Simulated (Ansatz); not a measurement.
BAs:
```
BAs
1.0
    3.42907     0.00000     0.00000
   -1.71454     2.96966     0.00000
    0.00000     0.00000     7.40285
B As
3 3
Direct
  0.50000   0.00000   0.50000
  0.00000   0.50000   0.16667
  0.50000   0.50000   0.83333
  0.50000   0.00000   0.00000
  0.00000   0.50000   0.66667
  0.50000   0.50000   0.33333
```

Cartesian axes are those of the cell as given.

**Question.** Give the high-frequency dielectric tensor and the Born effective charge tensors of the independent atoms from DFPT, PBEsol (plane waves, PAW; program Ansatz).

**Answer.** 
ε∞:
```
15.2  0.00  0.00
0.00  15.2  0.00
0.00  0.00  17.3
```
Z* of atom 1 (B), rows: field, columns: displacement, in e:
```
-0.71   0.00   0.00
 0.00   0.26   0.00
 0.00   0.00  -0.32
```
Z* of atom 4 (As), rows: field, columns: displacement, in e:
```
0.13  0.00  0.00
0.00  0.31  0.00
0.00  0.00  0.32
```

Space group P6_222. The start of the workflow was typed in or built on a structure type; neither database checked (COD, Materials Project) lists it. It is not the phase usual at ambient conditions (space group No. 216). Symmetry was held in the PBEsol relaxation; its stability against distortions is not shown here. Its formation energy is positive at this level, so the cell may be metastable or incomplete. Spin–orbit coupling is left out wherever it is not named.

Potentials: the later of the program's two PAW sets.
